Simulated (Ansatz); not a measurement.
Pt: energy along a strain

Pt, P6_3/mmc, a = 2.761 Å, c = 4.792 Å (as given, not relaxed at this level: -10.8 GPa). This isn't the element's structure at ambient conditions. Ansatz: PBEsol, PAW, 420 eV, Γ-centred 18×18×10 mesh on 2 atoms, Gaussian smearing 0.15 eV; no spin polarisation. Cell vectors (Å): 2.761 0.000 0.000; -1.380 2.391 0.000; 0.000 0.000 4.792. The cell is strained by x per cent times the pattern (1 -1 0 0 0 0) in the order xx yy zz yz xz xy (engineering shears), with fractional coordinates held. y is the free energy over the start, V0 = 15.815 Å³/atom.

```tsv
x (%)	y (meV/atom)
-4.00	35.54
-3.00	19.54
-2.00	?
-1.00	2.06
0.00	0.00
1.00	1.94
2.00	7.46
3.00	16.11
3.50	21.45
4.00	27.37
```

Task: Fit y = c1 x + c2 x² + c3 x³ to the other rows, get the stiffness along the pattern, and predict the missing energy.

Result: Least squares on the rows shown. y = 0.024615 x + 1.9704 x² − 0.065336 x³. The clamped-ion stiffness p·C·p = 2 × 19.70 eV × 160.2 / 15.815 Å³ = 399 GPa (second derivative at the start, which stands under stress). At x = -2.00 the fit asked for gives 8.36 meV/atom. The run gave 8.47 meV/atom, so the fit is 0.11 meV/atom too low, within twice the rms miss on the fitted rows (0.07 meV/atom).

Spin–orbit coupling is left out, which can shift energies with elements as heavy as these.